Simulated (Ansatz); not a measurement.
Given:

Nb3Sn (A15, Cr3Si type)

```xyz
8
Lattice="5.3193 0.0000 0.0000 0.0000 5.3193 0.0000 0.0000 0.0000 5.3193" Properties=species:S:1:pos:R:3 pbc="T T T"
Nb     1.3298     0.0000     2.6597
Nb     3.9895     0.0000     2.6597
Nb     0.0000     2.6597     1.3298
Nb     0.0000     2.6597     3.9895
Nb     2.6597     1.3298     0.0000
Nb     2.6597     3.9895     0.0000
Sn     0.0000     0.0000     0.0000
Sn     2.6597     2.6597     2.6597
```

The atoms are displaced by Q × the pattern below (from a DFPT mode at Γ, largest move 1; Q in Å), at fixed cell. It is one choice among 2 degenerate patterns.

```tsv
atom	x	y	z
Nb1	-0.354	0.000	0.000
Nb2	0.354	0.000	0.000
Nb3	0.000	0.000	1.000
Nb4	0.000	0.000	-1.000
Nb5	0.000	-0.646	0.000
Nb6	0.000	0.646	0.000
```

Atoms not listed stay in place.

The numbers are results of PBE (plane waves to 420 eV, PAW, scalar-relativistic; Ansatz, a program for electronic structure), not measurements. k mesh 9×9×9 (Γ-centred), Fermi-Dirac smearing 0.05 eV. Energies are smeared free energies. Left out: 6 of 13 points, with atoms too close for the PAW data. With partly filled bands, energies and forces of such displacements shift with the k mesh and the smearing. Nb3Sn is run without spin polarisation. Nb3Sn was relaxed with its symmetry unable to fall. ΔE is measured from the undisplaced structure.

The scan covers Q from -0.090 to 0.090 Å in 7 points.

Which space group does the distorted structure have?

Pmmm (No. 47), lowered from Pm-3n.

Is this a single well or a double well?

A single well with its minimum at or next to zero displacement.

Is the energy the same for displacements of ±0.090 Å, and if not, which side lies higher?

Not even: the negative side lies higher at ±0.090 Å.

What is the energy change at Q = 0.090 Å?

106 meV/cell.

(For displaced atoms, the force is minus the slope of the energy, and its curvature is a force constant, which sets phonon frequencies.)
